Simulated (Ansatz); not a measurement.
A geometry of Be away from equilibrium: step 2 of the relaxation of a relaxed Be cell displaced along its unstable phonon at q = (½, 0, ½) of its primitive reciprocal cell (376i cm⁻¹), largest move 0.15 Å. Level of theory: r2SCAN (plane waves to 500 eV, PAW, scalar-relativistic; Ansatz, a first-principles code). Γ-centred k-mesh 17×17×17 on the run's cell (coarser than for final values), Fermi–Dirac smearing 0.05 eV. The plane waves were selected for a different cell earlier on the path.

```yaml
crystal:
  lattice:
    - [0.00000, 3.57680, 8.45369]
    - [1.13130, 0.00000, 4.22684]
    - [1.13130, 3.57680, 4.22684]
  atoms:
    - { symbol: Be, position: [0.66911, 0.16911, 0.83089] }
    - { symbol: Be, position: [0.10857, 0.10857, 0.89143] }
    - { symbol: Be, position: [0.39143, 0.89143, 0.10857] }
    - { symbol: Be, position: [0.83089, 0.83089, 0.16911] }
```

Problem. What forces act on the atoms (eV/Å)?

Solution. 
| atom | Fx | Fy | Fz |
|---|---|---|---|
| Be1 | 0.00 | 0.00 | 0.61 |
| Be2 | 0.00 | 0.00 | -0.86 |
| Be3 | 0.00 | 0.00 | 0.86 |
| Be4 | 0.00 | 0.00 | -0.61 |

The path ends in Cmcm (No. 63). No spin polarisation in the result.

The run could not lose the symmetry of its start: the end is stationary, and may be a saddle point rather than a minimum.

The end of the path is a generated cell of Be: the first start was made by placing the elements on the sites of a structure type, and the end was not matched to a known phase here, so it may be hypothetical. Known forms of Be include space group No. 194.
